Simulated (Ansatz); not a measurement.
SiO2:
```yaml
crystal:
  lattice:
    - [6.95646, -8.73340, 0.00000]
    - [6.95646, 8.73340, 0.00000]
    - [0.00000, 0.00000, 5.03680]
  atoms:
    - { symbol: Si, position: [0.99453, 0.41669, 0.49901] }
    - { symbol: Si, position: [0.00547, 0.58331, 0.99901] }
    - { symbol: Si, position: [0.58331, 0.00547, 0.49901] }
    - { symbol: Si, position: [0.41669, 0.99453, 0.99901] }
    - { symbol: Si, position: [0.75394, 0.65712, 0.91309] }
    - { symbol: Si, position: [0.24606, 0.34288, 0.41309] }
    - { symbol: Si, position: [0.34288, 0.24606, 0.91309] }
    - { symbol: Si, position: [0.65712, 0.75394, 0.41309] }
    - { symbol: Si, position: [0.72517, 0.27483, 0.38591] }
    - { symbol: Si, position: [0.27483, 0.72517, 0.88591] }
    - { symbol: Si, position: [0.62195, 0.37805, 0.88682] }
    - { symbol: Si, position: [0.37805, 0.62195, 0.38682] }
    - { symbol: O, position: [0.10734, 0.34947, 0.48315] }
    - { symbol: O, position: [0.89266, 0.65053, 0.98315] }
    - { symbol: O, position: [0.65053, 0.89266, 0.48315] }
    - { symbol: O, position: [0.34947, 0.10734, 0.98315] }
    - { symbol: O, position: [0.66340, 0.52322, 0.94117] }
    - { symbol: O, position: [0.33660, 0.47678, 0.44117] }
    - { symbol: O, position: [0.47678, 0.33660, 0.94117] }
    - { symbol: O, position: [0.52322, 0.66340, 0.44117] }
    - { symbol: O, position: [0.69492, 0.30508, 0.08333] }
    - { symbol: O, position: [0.30508, 0.69492, 0.58333] }
    - { symbol: O, position: [0.87078, 0.31645, 0.43331] }
    - { symbol: O, position: [0.12922, 0.68355, 0.93331] }
    - { symbol: O, position: [0.68355, 0.12922, 0.43331] }
    - { symbol: O, position: [0.31645, 0.87078, 0.93331] }
    - { symbol: O, position: [0.34795, 0.65205, 0.08346] }
    - { symbol: O, position: [0.65205, 0.34795, 0.58346] }
    - { symbol: O, position: [0.46908, 0.98492, 0.29478] }
    - { symbol: O, position: [0.53092, 0.01508, 0.79478] }
    - { symbol: O, position: [0.01508, 0.53092, 0.29478] }
    - { symbol: O, position: [0.98492, 0.46908, 0.79478] }
    - { symbol: O, position: [0.70799, 0.74990, 0.11448] }
    - { symbol: O, position: [0.29201, 0.25010, 0.61448] }
    - { symbol: O, position: [0.25010, 0.29201, 0.11448] }
    - { symbol: O, position: [0.74990, 0.70799, 0.61448] }
```

Relaxed with r²SCAN.

Problem. Map the electron localisation function on the plane through (0.725, 0.275, 0.386) spanned by u = [0, 0, 1] and v = [1, -1, 0] in lattice vectors, from plane-wave PAW r²SCAN (Ansatz code).

Solution. x is the fraction of u, y of v (the angle between them is 90°; rows are the nearest grid lines); atoms in the plane: Si at (0.00, 0.00), Si at (0.50, 0.55), Si at (0.50, 0.90), Si at (0.00, 0.65), O at (0.70, 0.97), O at (0.20, 0.58), O at (0.70, 0.62), O at (0.20, 0.93).
```
|63112332100037999999996236|
|48998889984127998778997314|
|58984248997212689998752015|
|36788887521011101100000003|
|00000000000000000000000000|
|00000000000000000000000000|
|00000000000000000000000000|
|11111000000001233321001111|
|53123433100037999999996225|
|48998789985227999888986214|
|58985358997212589988741015|
|36788876420011111110000003|
|00000000000000000000000000|
|00000000000000000000000000|
|00000000000000000000000000|
|00000000000000000000000000|
|00000000000000000000000000|
|00000000000000000000000000|
|00000000000000000000000000|
|00000000000000000000000000|
|00000000000000000000000000|
|00000000000000000000000000|
|11111000000001233211000111|
|63112332100037999999996236|
```
Scale: ten equal steps from 0.000 (start of '0') to 0.857 (end of '9'), in the order '0123456789'; x runs from 0.000 to 1.00, y from 0.000 (bottom) to 1.00 (top).

The density is the valence pseudo-density with augmentation charge, so density and ELF within about 1 Å of a nucleus are not all-electron values.

Space group Cmc2_1. The first step of the workflow began from a Materials Project structure, measured or hypothetical; the Crystallography Open Database files this formula in space group No. 36, but the cells were not matched. It is not the phase usual at ambient conditions (space group No. 92, 152, 154). The r²SCAN relaxation kept the symmetry of its start; whether a distortion lowers the energy is not shown.

Potentials: the earlier of the program's two PAW sets.
